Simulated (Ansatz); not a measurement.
TiB₂ (AlB2 type, space group P6/mmm)

```xyz
3
Lattice="3.0320 0.0000 0.0000 -1.5160 2.6258 0.0000 0.0000 0.0000 3.2244" Properties=species:S:1:pos:R:3 pbc="T T T"
Ti     0.0000     0.0000     0.0000
B      0.0000     1.7505     1.6122
B      1.5160     0.8753     1.6122
```

In each cell atom 1 (Ti, nearest neighbour B at 2.380 Å; its periodic images, 3.0 Å or more away, move with it) moves by s·(1.000, 0.000, 0.000) (along Cartesian x), the rest being held.

These are PBE (plane waves to 420 eV, PAW, scalar-relativistic; Ansatz, an electronic-structure program) values and carry that method's errors. k mesh 14×14×12 (Γ-centred), Fermi-Dirac smearing 0.05 eV. The energy includes the smearing's −TS. With partly filled bands, energies and forces of such displacements shift with the k mesh and the smearing. TiB2 is run without spin polarisation. TiB2 was relaxed with its symmetry unable to fall. The zero of ΔE is the undisplaced structure. The last digit holds for this mesh only.

| s (Å) | ΔE (meV/cell) |
|---|---|
| -0.480 | 1552.2 |
| -0.384 | 1020.0 |
| -0.288 | 581.6 |
| -0.192 | 260.1 |
| -0.096 | 65.5 |
| 0.000 | 0.0 |
| 0.096 | 65.5 |
| 0.192 | 260.1 |
| 0.288 | 581.6 |
| 0.384 | 1020.0 |
| 0.480 | 1552.2 |

Q: What force constant k = d²E/ds² at s = 0 does the table give?

A: 14 eV/Å². It is the second difference of the nearest points, corrected with the next pair.

Q: With k = 14.19 eV/Å² from the forces, is the well harmonic out to s = 0.480 Å?

A: ½ks² = 1635 meV/cell against the computed 1552 meV/cell, so the well is softer than harmonic there.

(A displaced cell: forces are minus the slopes of the energy, force constants its curvatures, and phonons follow from these.)
